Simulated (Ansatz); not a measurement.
# Ti2O3: how the plane-wave cutoff moves the results

Theory: Ansatz 0.2.0, DFT PBEsol, scalar-relativistic, plane waves, PAW.

```yaml
crystal:
  lattice:
    - [2.57450, 1.48639, 4.54733]
    - [-2.57450, 1.48639, 4.54733]
    - [0.00000, -2.97278, 4.54733]
  atoms:
    - { symbol: Ti, position: [0.84500, 0.84500, 0.84500] }
    - { symbol: Ti, position: [0.65500, 0.65500, 0.65500] }
    - { symbol: Ti, position: [0.15500, 0.15500, 0.15500] }
    - { symbol: Ti, position: [0.34500, 0.34500, 0.34500] }
    - { symbol: O, position: [0.06700, 0.43300, 0.75000] }
    - { symbol: O, position: [0.75000, 0.06700, 0.43300] }
    - { symbol: O, position: [0.43300, 0.75000, 0.06700] }
    - { symbol: O, position: [0.93300, 0.56700, 0.25000] }
    - { symbol: O, position: [0.25000, 0.93300, 0.56700] }
    - { symbol: O, position: [0.56700, 0.25000, 0.93300] }
```

```
Γ-centred k-mesh               : 12×12×12
occupation rule                : Gaussian smearing, 0.1 eV
spin treatment                 : unpolarised
valence charge of the PAW sets : Ti 12, O 6
```

The atoms stay fixed while the plane-wave cutoff is varied. ΔE is the energy extrapolated to zero smearing, less that of the reference run (850 eV). The cell isn't necessarily relaxed at this level. Pressure is positive in compression and holds a correction for the finite cutoff (Pulay stress).

Times are rough; the reference took 2.8 min on 2 threads of Intel(R) Xeon(R) Processor @ 2.50GHz (Skylake/Cascade Lake), with other jobs on the host, peak memory 1.9 GiB.

**Question.** Tried: 150, 200, 250, 300, 350, 380, 420, 460, 520, 600, 700, 850 eV. From which plane-wave cutoff on does the energy per atom stay within 100, 10 and 1 meV of the reference?

**Answer.** 350 for 100 meV, 420 for 10 meV, 520 for 1 meV. The reference itself isn't shown to be converged. At 420 eV, where the energy is within 10 meV, force components already agree to within 0.001 eV/Å, where the largest force is 0.298 eV/Å.

| cutoff (eV) | ΔE (meV/atom) | P (GPa) | largest change of a force component (eV/Å) | plane waves at Γ | wall time (s) |
| --- | --- | --- | --- | --- | --- |
| 150 | 20982 | 71.86 | 1.634 | 429 | 21 |
| 200 | 5659 | -12.51 | 0.722 | 665 | 23 |
| 250 | 1533 | -15.40 | 0.391 | 941 | 27 |
| 300 | 358 | -6.64 | 0.035 | 1225 | 36 |
| 350 | 63.5 | -6.18 | 0.011 | 1555 | 42 |
| 380 | 20.8 | -6.46 | 0.003 | 1779 | 44 |
| 420 | 4.72 | -6.49 | 0.001 | 2019 | 77 |
| 460 | 1.51 | -6.47 | 0.000 | 2301 | 65 |
| 520 | 0.89 | -6.47 | 0.000 | 2819 | 73 |
| 600 | 0.51 | -6.48 | 0.000 | 3457 | 87 |
| 700 | 0.27 | -6.48 | 0.000 | 4381 | 120 |
| 850 | 0.00 | -6.48 | 0.000 | 5901 | 170 |